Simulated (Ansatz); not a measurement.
The elements of this relaxed trial crystal are hidden behind letters.

```
lattice vectors (Å)
   5.0706    0.0000    0.0000
  -2.5353    4.3913    0.0000
   0.0000    0.0000    5.4311
fractional positions
X 0.3333 0.6667 0.7500
X 0.6667 0.3333 0.2500
Z 0.2237 0.7763 0.2500
Z 0.4474 0.2237 0.7500
Z 0.2237 0.4474 0.2500
Z 0.7763 0.2237 0.7500
Z 0.5526 0.7763 0.2500
Z 0.7763 0.5526 0.7500
Q 0.0000 0.0000 0.0000
Q 0.0000 0.0000 0.5000
```

The calculation used Ansatz 0.2.0, DFT PBE, scalar-relativistic, plane waves, PAW, and for the lanthanide a 4f-in-core norm-conserving potential. Cutoff 690 eV, Γ-centred 6×6×6 mesh (10-atom cell), Gaussian smearing of 0.10 eV, no spin polarisation.

```
Space group                               : P6_3/mmc (No. 194)
Conventional cell                         : a = 5.071 Å, c = 5.431 Å
Volume per atom                           : 12.09 Å³
Density                                   : 10.94 g/cm³
Energy over the elements                  : −0.23 eV/atom
Gap on the 6×6×6 mesh of the 10-atom cell : 0 eV (a metal)
```

Energies are uncorrected and count from the elements' standard states at the same level.

Question: X is a lanthanide, Z is a p-block element of period 2 and Q is a d-block element of period 6. Which elements are they?

Answer: X = Tm, Z = B, Q = Au, so the formula is TmB3Au. Density times volume gives a mean mass of 10.94 × 12.09/1.6605 = 79.7 u per atom, and this set has 79.7 u. Tm has 6 B at 2.58 Å, 6 B at 2.88 Å and 6 Au at 3.23 Å; B has 2 B at 1.67 Å, 2 Au at 2.39 Å, 2 Tm at 2.58 Å and 2 Tm at 2.88 Å; Au has 6 B at 2.39 Å, 2 Au at 2.72 Å and 6 Tm at 3.23 Å. Other sets within the hints have nearly the same mass, so mass alone doesn't settle it; this one was computed.

Spin–orbit coupling, which can matter for Au, is left out. A later test with randomly moved atoms came back to the same energy, though modes that don't fit the test's cell weren't probed.

The lanthanide is trivalent by construction, without f bands, f moments or other valences. The reference runs of the other elements, and any phases without the lanthanide, used 420 eV, which shifts energies against them by under 10 meV/atom. The lanthanide's reference is the lowest of its hcp, dhcp and fcc cells.
